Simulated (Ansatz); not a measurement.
# Gd on a Y site in YF3, calculated

Level of theory: PBEsol+U (Gd 6 eV), collinear spin, scalar-relativistic; Ansatz, plane waves to 420 eV (PAW set soft_2), k-mesh 2×2×2 shifted by half a step. The host itself was relaxed with PBEsol.

The relaxed host crystal (Kohn–Sham gap 7.89 eV over the whole zone):

```xyz
16
Lattice="6.3309 0.0000 0.0000 0.0000 6.8394 0.0000 0.0000 0.0000 4.3692" Properties=species:S:1:pos:R:3 pbc="T T T"
Y     3.9942    5.1295    4.1012
Y     5.5022    1.7098    1.9166
Y     0.8287    5.1295    2.4526
Y     2.3367    1.7098    0.2680
F     1.0450    2.9878    1.6515
F     2.1205    3.8515    3.8361
F     4.2104    0.4318    0.5330
F     5.2859    6.4075    2.7176
F     3.3118    1.7098    2.5755
F     6.1846    5.1295    0.3909
F     0.1463    1.7098    3.9783
F     3.0192    5.1295    1.7937
F     1.0450    0.4318    1.6515
F     2.1205    6.4075    3.8361
F     4.2104    2.9878    0.5330
F     5.2859    3.8515    2.7176
```

Supercell of 32 atoms, rows of the matrix [[-1,0,1],[1,0,1],[0,1,-1]] times the cell vectors; Gd on a Y site at (0.631, 0.750, 0.939) in fractions of the cell above. Atoms are relaxed at the host's cell, from a start shaken by 0.03 Å near the defect; charged cells sit in a uniform background. The cell loses 1 of its 8 Y, so this is a heavily doped crystal.

Distances from the Gd atom (Å), by shell of the perfect crystal:

| shell | perfect crystal | charge 0 | charge -1 |
| --- | --- | --- | --- |
| 8 F | 2.29 (2.28 to 2.30) | 2.32 (2.31 to 2.33) | 2.40 (2.39 to 2.45) |
| 1 F | 2.50 | 2.50 | 2.61 |

```
charge  moment of the cell (μB)  moment on Gd (μB)  4f electrons on Gd  gap of the cell on the mesh (eV)                                carriers
     0                     7.00               6.86                 7.0                              7.56                       none in the bands
    -1                     6.00               5.98                 7.8                              0.13  in a band of the host or near its edge
```

On this mesh the host's own supercell has a gap of 8.02 eV.

Task: What do these numbers say about the valence and the carriers?

Result: The moment on Gd matches Gd3+ (4f7) at charge 0. At charge -1 the 4f count on Gd is 0.8 higher than at 0: part of the added electron fills a 4f level at the band edge, and no level is taken from that state.

No formation energy is given, since the elements' reference energies were found without the U used here.

No transition between neighbouring charges can be given. Lowest charge for a Fermi level at the valence band top: 0, at mid gap: 0 (among the charges 0, -1).

Relaxed cell at charge 0:

```
YF3 Gd_Y charge 0
1.0
    -6.3309    0.0000    4.3692
     6.3309    0.0000    4.3692
     0.0000    6.8394   -4.3692
Gd Y F
1 7 24
Direct
  0.5289 0.1589 0.7499
  0.0291 0.6597 0.7499
  0.9094 0.7789 0.2503
  0.4090 0.2785 0.2495
  0.5913 0.7204 0.7499
  0.0893 0.2215 0.7499
  0.9724 0.3406 0.2516
  0.4707 0.8389 0.2482
  0.3254 0.4896 0.4371
  0.8241 0.9913 0.4356
  0.5555 0.8844 0.5609
  0.0535 0.3884 0.5629
  0.7623 0.4263 0.0667
  0.2596 0.9245 0.0616
  0.3593 0.1978 0.9383
  0.8613 0.6947 0.9365
  0.1592 0.6827 0.2514
  0.6577 0.1813 0.2484
  0.9315 0.9075 0.7499
  0.4269 0.4100 0.7499
  0.5700 0.5918 0.2502
  0.0698 0.0915 0.2496
  0.3430 0.8186 0.7499
  0.8457 0.3218 0.7499
  0.1384 0.3056 0.0642
  0.6382 0.8024 0.0627
  0.7445 0.0735 0.9390
  0.2405 0.5755 0.9369
  0.9480 0.6129 0.4383
  0.4456 0.1095 0.4332
  0.1709 0.0094 0.5616
  0.6747 0.5082 0.5633
```

Caveats: open f or d shells may hold a state above the lowest; at charge -1: bands were filled unevenly over the k points at some point of the run; semilocal functionals make gaps too small, which shifts levels too; small supercell, so energies and levels can be off by tenths of an eV; one random start near the defect, so other minima are possible.
